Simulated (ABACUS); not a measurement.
Input and output of a self-consistent single point for SiO2 (I-42d, 6 atoms in the cell; from Materials Project mp-546794) (ABACUS).

Method: LDA (PW92), numerical atomic orbitals TZP (confined pseudo-atomic orbitals with Gaussian additions; energy shift 0.01 Ry), PseudoDojo 0.4 standard norm-conserving LDA (tails mended) pseudopotentials in ABACUS.

```xyz
6
Lattice="-2.4773 2.4773 3.6557 2.4773 -2.4773 3.6557 2.4773 2.4773 -3.6557" Properties=species:S:1:pos:R:3 pbc="T T T"
Si     0.0000     0.0000     0.0000
Si     0.0000     2.4773     1.8278
O      0.4796     1.2386     0.9139
O     -1.2386     1.9977     2.7418
O     -0.4796     3.7159     0.9139
O      1.2386     2.9568     2.7418
```

Reference input (self-consistent single point, DFT, LDA (PW92), numerical atomic orbitals DZP (confined pseudo-atomic orbitals with Gaussian additions; energy shift 0.01 Ry), PseudoDojo 0.4 standard norm-conserving LDA (tails mended) pseudopotentials): basis = DZP numerical atomic orbitals, energy shift 0.01 Ry; KPT = Gamma 6 6 6 0 0 0; basis_type = lcao; dft_functional = PWLDA; ecutwfc = 100 Ry; smearing_method = fixed; potentials = PseudoDojo 0.4 standard norm-conserving LDA (tails mended); symmetry = 1; symmetry_prec = 1e-05; ks_solver = scalapack_gvx; scf_nmax = 100; scf_thr = 1.0e-07. This run's input differs from it in these lines:

```diff
@@ -26,4 +26,4 @@
 NUMERICAL_ORBITAL
-Si_lda_6.9au_2s2p1d.orb
-O_lda_4.3au_2s2p1d.orb
+Si_lda_6.9au_3s3p1d.orb
+O_lda_4.3au_3s3p1d.orb
```

Log, with long lists cut:

```
 SELF-CONSISTENT
 -------------------------------------------

                  longest orb rcut (Bohr) = 6.9
   longest nonlocal projector rcut (Bohr) = 1.94
                     search radius (Bohr) = 17.7

                          real space grid = [ 64, 64, 64 ]
                                 init_chg = atomic

 LCAO ALGORITHM --------------- ION=   1  ELEC=   1--------------------------------

 Density error is 0.209942280907
 E_KohnSham     -148.9894990995      -2027.1061299193
 E_Fermi        -0.2011678003        -2.7370283376

 LCAO ALGORITHM --------------- ION=   1  ELEC=   2--------------------------------

   [... lines left out ...]

   [... 5 blocks of this kind left out ...]

 LCAO ALGORITHM --------------- ION=   1  ELEC=   8--------------------------------

 Density error is 1.88273558975e-06
 E_KohnSham     -149.5931213430      -2035.3188318708
 E_Fermi        0.0442153353         0.6015804995

 LCAO ALGORITHM --------------- ION=   1  ELEC=   9--------------------------------

 Density error is 6.94287026927e-08
 E_KohnSham     -149.5931213431      -2035.3188318710
 E_KS(sigma->0) -149.5931213431      -2035.3188318710
 E_entropy(-TS) 0.0000000000         0.0000000000
 E_Fermi        0.0442134156         0.6015543802
 charge density convergence is achieved
 final etot is -2035.3188319 eV
 EFERMI = 0.60155438024 eV

 STATE ENERGY(eV) AND OCCUPATIONS    NSPIN == 1
   [... 23 lines left out ...]

 TOTAL-FORCE (eV/Angstrom)
                       Si1         0.0000000000         0.0000000000         0.0000000000
                       Si2         0.0000000000         0.0000000000         0.0000000000
                        O1        -0.0083426805         0.0000000000         0.0000000000
                        O2         0.0000000000         0.0083426805         0.0000000000
                        O3         0.0083426805         0.0000000000         0.0000000000
                        O4         0.0000000000        -0.0083426805         0.0000000000

 TOTAL-STRESS (KBAR)
       -14.0496014052         0.0000000000        -0.0000000000
         0.0000000000       -14.0496014052        -0.0000000000
         0.0000000000        -0.0000000000       -12.1042172215
 TOTAL-PRESSURE: -13.401140 KBAR

 --------------------------------------------
 !FINAL_ETOT_IS -2035.3188318709756004 eV
 --------------------------------------------
```

The run converged in 9 iterations. Against the reference run the free energy goes down by 162 meV/atom, the pressure goes from 0.30 to -1.34 GPa and the gap on the mesh moves little (7.357 to 7.353 eV).

The atom-centred basis is finite, which shifts total energies, pressures and gaps against plane waves. This run is one point of a test of settings, so its values need not be converged; read them against the reference run alone. The structure comes from a collection of computed structures, made at another level of theory; the collection holds predicted forms beside known ones.

Cost on one core: about 16 core-seconds (a rough figure).

The atomic orbitals were generated for these runs; they are not ABACUS's published sets and were checked against plane waves on a few crystals only.

“Tails mended”: in these copies of the files the far tail of each local potential was reset to the Coulomb form.
